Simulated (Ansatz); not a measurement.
# K3Li: what symmetry allows forces and stress to be

```xyz
4
Lattice="-3.1307 3.3471 6.1629 3.1307 -3.3471 6.1629 3.1307 3.3471 -6.1629" Properties=species:S:1:pos:R:3 pbc="T T T"
K     0.0000    3.2873    2.7728
K     3.1307   -0.0597    3.3900
K     0.0000   -0.1012    6.1629
Li    0.0000    0.2207    0.0000
```

Method: Ansatz 0.2.0, DFT PBEsol, scalar-relativistic, plane waves, PAW.

Cutoff 420 eV; k points 8×8×8 on the computed 4-atom cell (Γ-centred); Gaussian smearing, width 0.10 eV; no spin polarisation.

This distorted cell has space group Imm2, with 4 operations.

Task: Without a calculation: in which directions can each atom feel a force?

Result: A force must be left unchanged by every operation that keeps its atom in place, so it lies in the space that those operations leave fixed. Atoms that the group maps onto each other feel forces of one size.
```json
{"atom": "K1", "site symmetry": "m..", "operations at the site": "2", "equivalent to atom": "1", "allowed force (Cartesian)": "in the plane normal to (1.00, 0.00, 0.00)"}
{"atom": "K2", "site symmetry": "m..", "operations at the site": "2", "equivalent to atom": "1", "allowed force (Cartesian)": "in the plane normal to (1.00, 0.00, 0.00)"}
{"atom": "K3", "site symmetry": "mm2", "operations at the site": "4", "equivalent to atom": "3", "allowed force (Cartesian)": "along (0.00, 1.00, 0.00)"}
{"atom": "Li4", "site symmetry": "mm2", "operations at the site": "4", "equivalent to atom": "4", "allowed force (Cartesian)": "along (0.00, 1.00, 0.00)"}
```

That leaves 4 independent force components of 12, tied by 1 condition that the forces sum to zero, so 3 remain. A relaxation in this cell that keeps the symmetry moves the atoms in these directions alone.

Task: And the stress tensor?

Result: It must be invariant under the point group, which leaves 3 independent components: yz, xz, xy vanish.

Task: Do the computed values obey this?

Result: Yes. Forces (eV/Å):
```
K1   0.000  0.029  0.142
K2   0.000  0.029 -0.142
K3   0.000  0.015  0.000
Li4  0.000 -0.073  0.000
```

Stress (GPa, compression positive, xx yy zz yz xz xy): -0.19 -0.67 -0.39 0.00 0.00 0.00. The program imposes the same operations on density, forces and stress, so this confirms the analysis and is no independent test of the calculation.